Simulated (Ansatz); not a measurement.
All numbers below come from Ansatz, DFT PBE, scalar-relativistic, plane waves, PAW. Settings: cutoff 420 eV, Γ-centred meshes spaced at most about 0.3 Å⁻¹, and about 0.25 Å⁻¹ or finer for metals (2π included), Gaussian smearing. No spin polarisation in the final relaxations.

These are static total energies at zero pressure.

Two relaxed structures of BaP:

A.

```
Ba P
1.0
     7.69547    0.00000    0.00000
    -3.84773    6.66447    0.00000
     0.00000    0.00000    5.51913
Ba P
1 1
Direct
  0.00000 0.00000 0.00000
  0.00000 0.00000 0.50000
```

B.

```
Ba P
1.0
     5.57752    0.00000    0.00000
    -2.78876    4.83027    0.00000
     0.00000    0.00000    6.16268
Ba P
2 2
Direct
  0.33333 0.66667 0.00000
  0.66667 0.33333 0.00000
  0.33333 0.66667 0.50000
  0.66667 0.33333 0.50000
```

Question: Which would you expect to be lower, and how large is the difference?

Answer: A is lower, by 209 meV/atom. A has space group P6/mmm (No. 191), 141.5 Å³/atom and no gap on its mesh; B has space group P6/mmm (No. 191), 41.5 Å³/atom and no gap. Counting P atoms around Ba (those within 1.25 times the shortest such distance or 1.15 times the sum of covalent radii, 1.27 where that leaves under three), A and B both have Ba 2. Even the lower one lies +0.54 eV/atom against the reference forms of the elements (uncorrected), so neither is stable at this level. Both come from invented guesses. A third cell relaxed alike, in Pm-3m, lies 1.21 eV/atom below the lower of the two.

Weakly bound directions are ill-defined at this level, which has no dispersion term (P6/mmm at 141.5 Å³/atom), and this can change margins and order among such cells. In P6/mmm at 141.5 Å³/atom an odd number of electrons in the primitive cell allows no gap without spin; a larger cell or a magnetic state could open one. A magnetic state wasn't ruled out in cells without spin, among them P6/mmm at 141.5 Å³/atom. Cells relaxed within their symmetry can be saddle points.
